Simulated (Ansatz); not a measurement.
In InSb (zinc blende type) the In atom of the primitive cell, with all its periodic images, is moved by 0.02 Å along x.

```yaml
crystal:
  lattice:
    - [0.00000, 3.32000, 3.32000]
    - [3.32000, 0.00000, 3.32000]
    - [3.32000, 3.32000, 0.00000]
  atoms:
    - { symbol: In, position: [0.99699, 0.00301, 0.00301] }
    - { symbol: Sb, position: [0.25000, 0.25000, 0.25000] }
```
Lattice in Å, positions in fractions of it.

Level of theory: Ansatz, PBE, all-electron LAPW, point nucleus.

k-mesh 8×8×8 Γ-centred; Fermi–Dirac smearing of 0.1 eV; no spin polarisation; no spin–orbit coupling.

What force results, and what does it mean for the zone-centre vibration?

The force on it along the displacement is -0.1157 eV/Å, a force constant of 5.79 eV/Å². With the reduced mass of 59.09 u the zone-centre transverse optical mode lies at 163 cm⁻¹ (4.89 THz) in this finite-step estimate. The longitudinal mode lies higher by the LO–TO splitting, which a displacement repeated in every cell doesn't give.

| atom | Fx (eV/Å) | Fy (eV/Å) | Fz (eV/Å) |
| --- | --- | --- | --- |
| In1 | -0.1157 | 0.0000 | 0.0000 |
| Sb2 | 0.1157 | 0.0000 | 0.0000 |

The k-mesh is modest, so these values aren't fully converged in k.
